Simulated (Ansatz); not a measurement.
Ag₂S:
```cif
data_Ag4S2
_chemical_formula_sum 'Ag4 S2'
_space_group_name_H-M_alt 'P 1'
_space_group_IT_number 1
_cell_length_a 4.17489
_cell_length_b 4.17489
_cell_length_c 7.21168
_cell_angle_alpha 89.988
_cell_angle_beta 90.012
_cell_angle_gamma 112.272
loop_
_space_group_symop_operation_xyz
  'x, y, z'
loop_
_atom_site_label
_atom_site_type_symbol
_atom_site_fract_x
_atom_site_fract_y
_atom_site_fract_z
_atom_site_occupancy
Ag1 Ag 0.50000 0.50000 0.00000 1
Ag2 Ag 0.10669 0.89331 0.24999 1
Ag3 Ag 0.89331 0.10669 0.75001 1
Ag4 Ag 0.50000 0.50000 0.50000 1
S1 S 0.27324 0.72676 0.74996 1
S2 S 0.72676 0.27324 0.25004 1
```

Relaxed with PBEsol. The program Ansatz at the PBEsol level (PAW) gives a gap of 0.95 eV.

**Question.** What gap does HSE06 give on the same cell (Ansatz, PAW)?

**Answer.** 2.14 eV, 1.19 eV more. The hybrid was solved on a coarser mesh and at special points; its gap is the smallest among all of these.

| k | v1 PBEsol | c1 PBEsol | v1 HSE06 | c1 HSE06 |
|---|---|---|---|---|
| Γ | 0.00 | 0.95 | 0.00 | 2.14 |
| Y2 | -0.48 | 1.32 | (withheld) | (withheld) |
| A | -0.20 | 1.78 | (withheld) | (withheld) |
| M2 | -1.36 | 2.37 | (withheld) | (withheld) |
| V2 | -0.14 | 2.24 | -0.11 | 3.28 |
| L2 | -0.31 | 1.44 | -0.27 | 2.50 |
| C | -0.33 | 1.94 | (withheld) | (withheld) |
| D | -0.74 | 3.35 | -0.74 | 4.47 |

**Question.** Top valence (v1) and lowest conduction level (c1) in eV from each method's valence maximum (which need not be a listed point): supply the withheld HSE06 values.

**Answer.** 
- C, v1 HSE06: -0.31
- C, c1 HSE06: 2.98
- A, v1 HSE06: -0.09
- A, c1 HSE06: 2.91
- M2, v1 HSE06: -1.41
- M2, c1 HSE06: 3.59
- Y2, v1 HSE06: -0.40
- Y2, c1 HSE06: 2.50

Cost on shared cores: the PBEsol run (SCF on a 7×7×4 mesh, then bands and DOS) about 2.2 core-minutes (a rough figure), the HSE06 run (SCF on 4×4×3, then a few points) roughly 4 core-minutes; the tasks are unlike.

Space group Cmcm. The first step of the workflow began from a Materials Project structure, measured or hypothetical; the Crystallography Open Database copy checked does not list it. COD files the formula under space group No. 4, 14, so this cell is another polymorph or a model. Whether it is the stable phase at ambient conditions was not checked. The cell was relaxed with PBEsol under the symmetry of its start; its stability against distortions is not shown here. No spin polarisation was allowed. Point labels and valley counts follow the cell and symmetry of the run, lower than the named group. Spin–orbit coupling is left out wherever it is not named.

Potentials: the later of the program's two PAW sets.
